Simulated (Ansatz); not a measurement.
Relaxed-ion elastic tensor of ZnSe (zinc blende, F-43m) in GPa (Voigt order), plane-wave PAW LDA (Ansatz code); density 5.56 g/cm³, 21.57 Å³ per atom.

```
97.5  58.8  58.8   0.0   0.0   0.0
58.8  97.5  58.8   0.0   0.0   0.0
58.8  58.8  97.5   0.0   0.0   0.0
 0.0   0.0   0.0  43.0   0.0   0.0
 0.0   0.0   0.0   0.0  43.0   0.0
 0.0   0.0   0.0   0.0   0.0  43.0
```

Task: Is the crystal mechanically stable?

Result: Yes: the smallest eigenvalue of C is 38.7 GPa.

Task: Work out the Voigt, Reuss and Hill averages.

Result: K_V = 71.7, K_R = 71.7, K_H = 71.7; G_V = 33.5, G_R = 28.9, G_H = 31.2 GPa.

Task: Give Young's modulus, Poisson's ratio, Pugh's ratio and the universal anisotropy index.

Result: E = 9KG/(3K + G) = 81.8 GPa; ν = 0.31; K/G = 2.30 (ductile by the Pugh limit of 1.75); A_U = 5G_V/G_R + K_V/K_R − 6 = 0.81.

Task: Estimate the sound speeds and the Debye temperature.

Result: v_l = √((K + 4G/3)/ρ) = 4520 m/s, v_t = √(G/ρ) = 2370 m/s, mean 2650 m/s; Θ = (h/k)(3n/4πV)^(1/3) v_m = 283 K.

Task: Give the Zener ratio and Young's modulus along [100], [110] and [111].

Result: A = 2C44/(C11 − C12) = 2.22; 1/E = S11 − 2(S11 − S12 − S44/2)Γ with Γ = 0, 1/4, 1/3 gives 53.3, 85.7, 108 GPa.

Task: Solve the Christoffel equation for the three sound speeds along [100], [110], [111].

Result: Eigenvalues of C_ijkl n_j n_l equal ρv² (piezoelectric stiffening left out). In km/s, slowest first: [100] 2.78, 2.78, 4.19; [110] 1.87, 2.78, 4.67; [111] 2.21, 2.21, 4.82.

The cell was relaxed with LDA under the symmetry of its start; phonons on a q-mesh show no instability.

Potentials: the later of the program's two PAW sets.
